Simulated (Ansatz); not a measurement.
## YbZn2Ru2 in Ansatz, relaxation

Launch command:

```bash
ansatz run input.yaml --threads 2 --pin off --max-ram 2560MiB --backend cpu --events-out ev --progress --plain --runs-dir out
```

The input file (Ansatz 0.2.0, plane waves):

```yaml
crystal:
  lattice:
    - [0.0, 4.08944339, 0.0]
    - [4.08944339, 0.0, 0.0]
    - [2.04472219, 2.04472219, -4.68134092]
  atoms:
    - { symbol: Ru, position: [0.75, 0.25, 0.5], spin: 2, spin_axis: [-0.67436, -0.72318, 0.14914] }
    - { symbol: Ru, position: [0.25, 0.75, 0.5], spin: 2, spin_axis: [0.33805, -0.03918, 0.94031] }
    - { symbol: Yb, position: [0.0, 0.0, 0.0], spin: 1, spin_axis: [0.43689, 0.85194, -0.28865] }
    - { symbol: Zn, position: [0.375, 0.375, 0.25] }
    - { symbol: Zn, position: [0.625, 0.625, 0.75] }
kpoints:
  mp_grid: { grid: [5, 5, 5], shift: [0, 0, 0] }
magnetization:
  noncollinear: true
  spin_orbit: false
scf:
  occupations: { method: fermi_dirac }
  lower_state_search: "off"
hamiltonian:
  pseudopotentials: { kind: paw }
  xc: lda
basis:
  ecutwfc: 420
  fft_grid_basis: typed
relax:
  max_steps: 60
  cell: { p_target: 0.0 }
output:
  forces: true
  stress: true
  eigenvalues: true
  bader: true
  populations: true
  elf: true
  write_potential: true
  volumetric_format: npy
  dos:
    e_range: [-12, 8]
    de: 0.05
    projected: { site_lists: { Ru: [Ru], Yb: [Yb], Zn: [Zn] } }
    method: { smearing: { sigma: 0.1, scheme: gaussian } }
checkpoint:
  read: saved_state
```

Origin of the cell: a known structure type with other elements, at an estimated volume, so it need not be a known compound.

The smearing width isn't typed, so it takes its default of 0.1 eV.

The saved state is a converged single point of the same cell.

Steps («new basis» is an SCF on plane waves selected anew at the same cell):

```csv
step,ΔF (meV/atom),max force component (eV/Å),P (GPa),volume (Å³),SCF iterations,step was
1,0.0,1.614,9.81,78.29,15,accepted
2,-63.1,0.686,-0.39,82.37,23,accepted
3,-107.6,0.091,-2.53,82.21,21,accepted
4,-142.2,0.379,-0.97,79.99,23,accepted
5,-149.1,0.182,-1.46,80.08,16,accepted
6,-150.2,0.154,0.47,78.55,23,accepted
7,-151.1,0.030,0.33,78.91,16,accepted
8,-151.1,0.007,-0.13,79.09,13,accepted
9,-151.1,0.000,0.00,79.02,12,accepted
10,-162.1,0.025,1.10,79.02,13,new basis
11,-165.4,0.011,0.45,79.27,15,accepted
12,-166.0,0.023,0.08,79.42,14,accepted
13,-166.0,0.005,-0.06,79.51,14,accepted
14,-166.0,0.000,0.00,79.48,11,accepted
15,-166.1,0.000,0.00,79.48,6,new basis
```

Step 1, with forces in eV/Å:

```xyz
5
Lattice="0.000 4.089 0.000 4.089 0.000 0.000 2.045 2.045 -4.681" Properties=species:S:1:pos:R:3:forces:R:3 pbc="T T T" step=1
Ru    2.045    4.089   -2.341    0.000    0.000    0.000
Ru    4.089    2.045   -2.341    0.000    0.000    0.000
Yb    0.000    0.000    0.000    0.000    0.000    0.000
Zn    2.045    2.045   -1.170    0.000    0.000    1.614
Zn    4.089    4.089   -3.511    0.000    0.000   -1.614
```

Step 2, with forces in eV/Å:

```xyz
5
Lattice="0.000 4.094 0.000 4.094 0.000 0.000 2.047 2.047 -4.913" Properties=species:S:1:pos:R:3:forces:R:3 pbc="T T T" step=2
Ru    2.047    4.094   -2.457    0.000    0.000    0.000
Ru    4.094    2.047   -2.457    0.000    0.000    0.000
Yb    0.000    0.000    0.000    0.000    0.000    0.000
Zn    2.047    2.047   -1.169    0.000    0.000    0.686
Zn    4.094    4.094   -3.744    0.000    0.000   -0.686
```

Step 3, with forces in eV/Å:

```xyz
5
Lattice="0.000 3.998 0.000 3.998 0.000 0.000 1.999 1.999 -5.142" Properties=species:S:1:pos:R:3:forces:R:3 pbc="T T T" step=3
Ru    1.999    3.998   -2.571    0.000    0.000    0.000
Ru    3.998    1.999   -2.571    0.000    0.000    0.000
Yb    0.000    0.000    0.000    0.000    0.000    0.000
Zn    1.999    1.999   -1.147    0.000    0.000    0.091
Zn    3.998    3.998   -3.995    0.000    0.000   -0.091
```

Step 4, with forces in eV/Å:

```xyz
5
Lattice="0.000 3.859 0.000 3.859 0.000 0.000 1.929 1.929 -5.372" Properties=species:S:1:pos:R:3:forces:R:3 pbc="T T T" step=4
Ru    1.929    3.859   -2.686    0.000    0.000    0.000
Ru    3.859    1.929   -2.686    0.000    0.000    0.000
Yb    0.000    0.000    0.000    0.000    0.000    0.000
Zn    1.929    1.929   -1.128    0.000    0.000   -0.379
Zn    3.859    3.859   -4.244    0.000    0.000    0.379
```

Step 5, with forces in eV/Å:

```xyz
5
Lattice="0.000 3.815 0.000 3.815 0.000 0.000 1.907 1.907 -5.502" Properties=species:S:1:pos:R:3:forces:R:3 pbc="T T T" step=5
Ru    1.907    3.815   -2.751    0.000    0.000    0.000
Ru    3.815    1.907   -2.751    0.000    0.000    0.000
Yb    0.000    0.000    0.000    0.000    0.000    0.000
Zn    1.907    1.907   -1.166    0.000    0.000    0.182
Zn    3.815    3.815   -4.336    0.000    0.000   -0.182
```

Step 6, with forces in eV/Å:

```xyz
5
Lattice="0.000 3.755 0.000 3.755 0.000 0.000 1.878 1.878 -5.571" Properties=species:S:1:pos:R:3:forces:R:3 pbc="T T T" step=6
Ru    1.878    3.755   -2.785    0.000    0.000    0.000
Ru    3.755    1.878   -2.785    0.000    0.000    0.000
Yb    0.000    0.000    0.000    0.000    0.000    0.000
Zn    1.878    1.878   -1.149    0.000    0.000   -0.154
Zn    3.755    3.755   -4.422    0.000    0.000    0.154
```

Step 7, with forces in eV/Å:

```xyz
5
Lattice="0.000 3.780 0.000 3.780 0.000 0.000 1.890 1.890 -5.523" Properties=species:S:1:pos:R:3:forces:R:3 pbc="T T T" step=7
Ru    1.890    3.780   -2.762    0.000    0.000    0.000
Ru    3.780    1.890   -2.762    0.000    0.000    0.000
Yb    0.000    0.000    0.000    0.000    0.000    0.000
Zn    1.890    1.890   -1.154    0.000    0.000    0.030
Zn    3.780    3.780   -4.369    0.000    0.000   -0.030
```

Step 8, with forces in eV/Å:

```xyz
5
Lattice="0.000 3.780 0.000 3.780 0.000 0.000 1.890 1.890 -5.534" Properties=species:S:1:pos:R:3:forces:R:3 pbc="T T T" step=8
Ru    1.890    3.780   -2.767    0.000    0.000    0.000
Ru    3.780    1.890   -2.767    0.000    0.000    0.000
Yb    0.000    0.000    0.000    0.000    0.000    0.000
Zn    1.890    1.890   -1.154    0.000    0.000   -0.007
Zn    3.780    3.780   -4.380    0.000    0.000    0.007
```

Step 10, with forces in eV/Å:

```xyz
5
Lattice="0.000 3.779 0.000 3.779 0.000 0.000 1.890 1.890 -5.533" Properties=species:S:1:pos:R:3:forces:R:3 pbc="T T T" step=10
Ru    1.890    3.779   -2.766    0.000    0.000    0.000
Ru    3.779    1.890   -2.766    0.000    0.000    0.000
Yb    0.000    0.000    0.000    0.000    0.000    0.000
Zn    1.890    1.890   -1.154    0.000    0.000   -0.025
Zn    3.779    3.779   -4.379    0.000    0.000    0.025
```

Step 11, with forces in eV/Å:

```xyz
5
Lattice="0.000 3.754 0.000 3.754 0.000 0.000 1.877 1.877 -5.624" Properties=species:S:1:pos:R:3:forces:R:3 pbc="T T T" step=11
Ru    1.877    3.754   -2.812    0.000    0.000    0.000
Ru    3.754    1.877   -2.812    0.000    0.000    0.000
Yb    0.000    0.000    0.000    0.000    0.000    0.000
Zn    1.877    1.877   -1.167    0.000    0.000   -0.011
Zn    3.754    3.754   -4.457    0.000    0.000    0.011
```

Step 12, with forces in eV/Å:

```xyz
5
Lattice="0.000 3.737 0.000 3.737 0.000 0.000 1.869 1.869 -5.685" Properties=species:S:1:pos:R:3:forces:R:3 pbc="T T T" step=12
Ru    1.869    3.737   -2.843    0.000    0.000    0.000
Ru    3.737    1.869   -2.843    0.000    0.000    0.000
Yb    0.000    0.000    0.000    0.000    0.000    0.000
Zn    1.869    1.869   -1.176    0.000    0.000   -0.023
Zn    3.737    3.737   -4.509    0.000    0.000    0.023
```

Step 15, with forces in eV/Å:

```xyz
5
Lattice="0.000 3.741 0.000 3.741 0.000 0.000 1.870 1.870 -5.679" Properties=species:S:1:pos:R:3:forces:R:3 pbc="T T T" step=15
Ru    1.870    3.741   -2.840    0.000    0.000    0.000
Ru    3.741    1.870   -2.840    0.000    0.000    0.000
Yb    0.000    0.000    0.000    0.000    0.000    0.000
Zn    1.870    1.870   -1.177    0.000    0.000    0.000
Zn    3.741    3.741   -4.503    0.000    0.000    0.000
```

```
Free energy lowered by  : 166.1 meV/atom
Volume change           : 1.52 %
Final pressure          : 0.00 GPa
Relaxation steps listed : 15
Gap on the mesh         : none (metal)
```

Caveats: a starting moment was lost; f shells without a U or exact exchange are poorly placed; no spin-orbit coupling, though heavy elements are present; the k mesh is coarse if the cell is a metal; the relaxation held the start's symmetry, so the end may be a saddle point; the run holds no moments, so a magnetic state may lie lower.

It ran for 14 min on 2 threads of Arm Neoverse V2, with other jobs on the host, peak memory 0.74 GiB, from a saved density.
